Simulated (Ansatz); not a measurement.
Relaxation of a generated trial cell of Ni in the AFLOW prototype A_mP4_4_2a (as in Te); 4 atoms in the cell, which starts as P2₁ (No. 4), mP4; a = 2.274 Å, b = 5.505 Å, c = 3.488 Å, α = γ = 90.00°, β = 92.71°. Calculation: r2SCAN (plane waves to 500 eV, PAW, scalar-relativistic; Ansatz, a first-principles code). Γ-centred k-mesh 14×6×9 on the run's cell (coarser than for final values), Fermi–Dirac smearing 0.05 eV. This is the first round of the run. Spin-polarised start, with parallel moments on Ni.

The optimiser's lines from the output (shortened; P is positive under compression):

```
relax step   1: F+E_penalty+E_count = -23379.01986888 eV  Δ(F+E_penalty+E_count) = +0.000e0 eV  max|allowed force component| = 1.769e0 eV/Å  Δτ_max = 0.0000 Å  P = +12.968 GPa  Ω = 43.614 Å³  (27 SCF iters, dr2 threshold 1.00e-7 eV, accepted)
relax step   2: F+E_penalty+E_count = -23379.96092689 eV  Δ(F+E_penalty+E_count) = -9.411e-1 eV  max|allowed force component| = 1.639e0 eV/Å  Δτ_max = 0.1638 Å  P = +4.997 GPa  Ω = 43.264 Å³  (25 SCF iters, dr2 threshold 4.00e-7 eV, accepted)
relax step   3: F+E_penalty+E_count = -23380.75899531 eV  Δ(F+E_penalty+E_count) = -7.981e-1 eV  max|allowed force component| = 1.029e0 eV/Å  Δτ_max = 0.1787 Å  P = +1.387 GPa  Ω = 42.515 Å³  (20 SCF iters, dr2 threshold 4.00e-7 eV, accepted)
relax step   4: F+E_penalty+E_count = -23381.16380887 eV  Δ(F+E_penalty+E_count) = -4.048e-1 eV  max|allowed force component| = 2.018e-1 eV/Å  Δτ_max = 0.2000 Å  P = -0.461 GPa  Ω = 42.229 Å³  (15 SCF iters, dr2 threshold 4.00e-7 eV, accepted)
relax step   5: F+E_penalty+E_count = -23381.18267755 eV  Δ(F+E_penalty+E_count) = -1.887e-2 eV  max|allowed force component| = 1.263e-2 eV/Å  Δτ_max = 0.0364 Å  P = -0.102 GPa  Ω = 42.126 Å³  (11 SCF iters, dr2 threshold 4.00e-7 eV, accepted)
relax step   6: F+E_penalty+E_count = -23381.18277030 eV  Δ(F+E_penalty+E_count) = -9.275e-5 eV  max|allowed force component| = 3.451e-4 eV/Å  Δτ_max = 0.0025 Å  P = -0.006 GPa  Ω = 42.107 Å³  (9 SCF iters, dr2 threshold 8.68e-8 eV, accepted)
relax step   7: F+E_penalty+E_count = -23381.18369306 eV  Δ(F+E_penalty+E_count) = -9.228e-4 eV  max|allowed force component| = 5.015e-4 eV/Å  Δτ_max = 0.0000 Å  P = -0.100 GPa  Ω = 42.107 Å³  stress off target by 1.73e-1 GPa  SCF on the basis re-selected at this cell (its energy is not comparable with the rows above)  (17 SCF iters)
relax step   8: F+E_penalty+E_count = -23381.18372469 eV  Δ(F+E_penalty+E_count) = -3.163e-5 eV  max|allowed force component| = 9.236e-5 eV/Å  Δτ_max = 0.0001 Å  P = -0.002 GPa  Ω = 42.089 Å³  (8 SCF iters, dr2 threshold 7.49e-8 eV, accepted)
relax step   9: F+E_penalty+E_count = -23381.18370185 eV  Δ(F+E_penalty+E_count) = +2.284e-5 eV  max|allowed force component| = 8.718e-5 eV/Å  Δτ_max = 0.0000 Å  P = -0.003 GPa  Ω = 42.089 Å³  stress off target by 4.19e-3 GPa  SCF on the basis re-selected at this cell (its energy is not comparable with the rows above)  (14 SCF iters)
```

From the first to the last row the energy changes by -0.54 eV/atom and the volume by -3.5 %. The last row is marked as not comparable with the walk above it, whose basis was carried along; it does compare with step 1, since both stand on a basis selected at the nominal cutoff for their own cell.

Later rounds, restarted from the end of this one on a renewed k-mesh, logged 8 more steps and released under 0.01 eV/atom more. The final structure after all rounds: Fm-3m (No. 225), cF4, fcc (Cu type); a = b = c = 3.4781 Å, α = β = γ = 90.00°. Between re-selections the logged energies stand on a plane-wave basis carried along with the cell. Spin state reached: ferromagnetic (net 0.74 μB/atom), from parallel starting moments; other spin orders were not run from this start. r2SCAN tends to overstate moments in metals.

The run could not lose the symmetry of its start; a randomly shaken copy of 2 atoms returns to this structure.
